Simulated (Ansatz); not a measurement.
GaP (zinc blende)

```xyz
2
Lattice="0.0000 2.7530 2.7530 2.7530 0.0000 2.7530 2.7530 2.7530 0.0000" Properties=species:S:1:pos:R:3 pbc="T T T"
P      4.1295     4.1295     4.1295
Ga     0.0000     0.0000     0.0000
```

Two-dimensional scan of atom 2 (Ga, nearest neighbour P at 2.384 Å; its periodic images, 3.9 Å or more away, move with it): u runs along (0.707, 0.707, 0.000), v along (0.000, 0.000, 1.000) (Cartesian). Cell and other atoms are fixed.

Level of theory: PBE (plane waves to 420 eV, PAW, scalar-relativistic; Ansatz, a program for electronic structure). k mesh 8×8×8 (Γ-centred), Fermi-Dirac smearing 0.05 eV. E stands for the smeared free energy. Points where atoms come too close for the PAW data are left out (x in tables, blank in figures). As the smearing reaches across the gap at some points, energies and forces of such displacements shift with the k mesh and the smearing. GaP was relaxed with its symmetry unable to fall. The zero of ΔE is the undisplaced structure. Axes are in Å.

```csv
ΔE (meV/cell),u = -0.790,u = -0.527,u = -0.263,u = 0.000,u = 0.263,u = 0.527,u = 0.790
v = -0.790,x,x,?,2223,?,x,x
v = -0.527,x,x,2215,1152,2215,x,x
v = -0.263,x,3085,956,?,956,3085,x
v = 0.000,3325,1377,330,0,330,1377,3325
v = 0.263,1485,?,421,?,421,?,1485
v = 0.527,983,985,1093,1152,1093,985,983
v = 0.790,1193,1630,2050,2223,2050,1630,1193
```

Q: Complete the blanks.

A: 
- v = -0.790, u = -0.263: 3789
- v = -0.790, u = 0.263: 3789
- v = -0.263, u = 0.000: 315
- v = 0.263, u = -0.527: 778
- v = 0.263, u = 0.000: 315
- v = 0.263, u = 0.527: 778

(For displaced atoms, the force is minus the slope of the energy, and its curvature is a force constant, which sets phonon frequencies.)
